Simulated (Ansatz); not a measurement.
LiF (rock salt, Fm-3m), a = b = c = 4.0066 Å, α = β = γ = 90.00°; the cell used has 2 atoms.

Relaxed with PBEsol. 

Q: HSE06 on this cell (Ansatz, a program for electronic structure, PAW) gives a gap of 11.55 eV. What does PBEsol give?

A: 9.06 eV.

Cost on shared cores: the PBEsol run (SCF on a 12×12×12 mesh, then bands and DOS) very roughly 2.5 core-seconds, the HSE06 run (SCF on 9×9×9, then a few points) roughly 28 core-seconds; the tasks are unlike.

The cell was relaxed with PBEsol under the symmetry of its start.

Potentials: the earlier of the program's two PAW sets. The files were generated under PBE; for other functionals the program regenerates the frozen cores, and for LDA and PBEsol the local potential too.

Ansatz is a plane-wave DFT program.
